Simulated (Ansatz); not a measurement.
Cs$_{2}$NaYBr$_{6}$ (space group Fm-3m)

```
CELL_PARAMETERS angstrom
      0.00000     5.66954     5.66954
      5.66954     0.00000     5.66954
      5.66954     5.66954     0.00000
ATOMIC_POSITIONS crystal
  Cs 0.75000 0.75000 0.75000
  Cs 0.25000 0.25000 0.25000
  Na 0.50000 0.50000 0.50000
  Y  0.00000 0.00000 0.00000
  Br 0.75475 0.24525 0.24525
  Br 0.24525 0.75475 0.75475
  Br 0.24525 0.75475 0.24525
  Br 0.75475 0.24525 0.75475
  Br 0.24525 0.24525 0.75475
  Br 0.75475 0.75475 0.24525
```

The slice is a {100} plane (indices of the conventional cell) through the point (0.000, 0.000, 0.000) (fractional), spanned by u = [100] and v = [0 1 -1] in vectors of this cell: u (8.02 Å) and v (8.02 Å, at 90° to u). It covers one period; positions are fractions (u, v).

These are r2SCAN (plane waves to 500 eV, PAW, scalar-relativistic; Ansatz, a quantum-chemistry and plane-wave program) values and carry that method's errors. k mesh 5×5×5. These are valence fields of a PAW run, semicore shells included where kept as valence: close to a nucleus they are smooth pseudo fields. Cs2NaYBr6 is run without spin polarisation. Cs2NaYBr6 was relaxed with its symmetry unable to fall.

Three fields on this plane, each scaled to ten steps between its own extremes (0 low, 9 high; the total valence density on a logarithmic scale, the potential cut 8 eV below its top; x marks points blanked near nuclei; v = 0 in the bottom row):

Map A
```
|xxx024420000024420xx|
|xx24999850005899942x|
|1049xxx9820289xxx940|
|029xxxxx93039xxxxx92|
|049xxxxx93039xxxxx94|
|049xxxxx82028xxxxx94|
|0289xxx9500059xxx982|
|005899850xxx05899850|
|00023320xxxxx0233200|
|00000000xxxxx0000000|
|00023320xxxxx0233200|
|005899850xxx05899850|
|0289xxx9500059xxx982|
|049xxxxx82028xxxxx94|
|049xxxxx93039xxxxx94|
|029xxxxx93039xxxxx92|
|1049xxx9820289xxx940|
|xx24999850005899942x|
|xxx024420000024420xx|
|xxx100000000000001xx|
```

Map B
```
|xxx057999999999750xx|
|xx01336899999863310x|
|0010xxx3899983xxx010|
|453xxxxx69996xxxxx35|
|873xxxxx59995xxxxx37|
|995xxxxx67876xxxxx59|
|9983xxx3654563xxx389|
|999865663xxx36656899|
|99999985xxxxx5899999|
|99999984xxxxx4899999|
|99999985xxxxx5899999|
|999865663xxx36656899|
|9983xxx3654563xxx389|
|995xxxxx67876xxxxx59|
|873xxxxx59995xxxxx37|
|453xxxxx69996xxxxx35|
|0010xxx3899983xxx010|
|xx01336899999863310x|
|xxx057999999999750xx|
|xxx048999999999840xx|
```

Map C
```
|xxx766543101345667xx|
|xx88898642124689888x|
|7789xxx9642469xxx987|
|568xxxxx75357xxxxx86|
|569xxxxx85358xxxxx96|
|458xxxxx75357xxxxx85|
|3469xxx8644468xxx964|
|134678765xxx56787643|
|01245554xxxxx4555421|
|00123334xxxxx4333210|
|01245554xxxxx4555421|
|134678765xxx56787643|
|3469xxx8644468xxx964|
|458xxxxx75357xxxxx85|
|569xxxxx85358xxxxx96|
|568xxxxx75357xxxxx86|
|7789xxx9642469xxx987|
|xx88898642124689888x|
|xxx766543101345667xx|
|xxx755431000134557xx|
```

**Question.** Assign the maps to these fields: electron localisation function (ELF); valence electron density; electrostatic potential energy of an electron, from the cell's mean.

**Answer.** A is the electron localisation function (ELF); B is the electrostatic potential energy of an electron, from the cell's mean; C is the valence electron density.
